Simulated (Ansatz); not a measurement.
Cr2C in space group P4/nmm (No. 129; Cr on 2a, Cr on 2c, C on 2c), the program Ansatz at the PBE level (PAW), all energies at zero smearing, with the estimated change up to a 700 eV cutoff added, with one set of potentials and settings (totals compare only within such a set). Cell of 6 atoms (4 Cr, 2 C): -14011.525 eV.

```
element                             reference phase  E (eV/atom)
-------  ------------------------------------------  -----------
Cr       Im-3m, 2 atoms in the cell, spin-polarised   -3377.7530
C                     P6_3/mmc, 4 atoms in the cell    -250.9479
```

Formation energy per atom, worked out: (-14011.525 − 4×(-3377.7530) − 2×(-250.9479))/6 = 0.231 eV/atom (22 kJ per mol of atoms), at 0 K, without zero-point energy or fitted corrections.

The cell is a constructed one: a structure type filled with these elements; neither database checked (COD, Materials Project) lists it. Its standing as an ambient phase is unchecked. The PBE relaxation kept the symmetry of its start; whether a distortion lowers the energy is not shown. Spin order of the final state: ferromagnetic, chosen from 2 collinear starts compared on coarse meshes (ties went to the first, and starts can fall back to one state), not a proven ground state. The references are the lowest solids computed at this level, not always the standard phases.

Potentials: the later of the program's two PAW sets.
